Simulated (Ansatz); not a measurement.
Polymorphs of GaN, each relaxed with r²SCAN in the plane-wave PAW code Ansatz:

A: Pm-3n, a = b = c = 5.5092 Å, α = β = γ = 90.00°

B: P4/nmm, a = b = 3.9147 Å, c = 4.1133 Å, α = β = γ = 90.00°

C: wurtzite (P6_3mc), a = 3.183 Å, b = 3.183 Å, c = 5.184 Å, α = 90.00°, β = 90.00°, γ = 120.00°

D: NiAs type (P6_3/mmc), a = 2.9672 Å, b = 2.9672 Å, c = 5.0327 Å, α = 90.00°, β = 90.00°, γ = 120.00°

E: P4_2/mnm, a = 5.468 Å, b = 5.468 Å, c = 3.183 Å, α = 90.00°, β = 90.00°, γ = 90.00°

F: P6_222, a = 3.125 Å, b = 3.125 Å, c = 7.371 Å, α = 90.00°, β = 90.00°, γ = 120.00°

Task: Put the candidates in order of energy per atom at 0 K, lowest first, for r²SCAN.

Result: C (+0 meV/atom), E (+56 meV/atom), A (+172 meV/atom), F (+396 meV/atom), D (+622 meV/atom), B (+970 meV/atom)

Task: Give each one's gap.

Result: A 1.86 eV; B no gap; C 2.35 eV; D 1.90 eV; E 2.34 eV; F 1.89 eV.

Constructed cells (a structure type filled with these elements, in neither database checked): B. Typed or built starts, not in the databases checked: A; E; F. Not the usual ambient phase: A; B; D; E; F. Weakly bound layers, chains or molecules computed without a dispersion correction, so cells and soft constants are ill determined: B. All cells were relaxed under the symmetry of their starts (and spin orders); stability against distortions was not tested throughout. Scalar-relativistic: spin–orbit coupling is off unless named, which matters more the heavier the elements.

Energies hold the estimated change up to a 700 eV cutoff; steps of a few meV lie near the error of the meshes.

Potentials: the later of the program's two PAW sets.
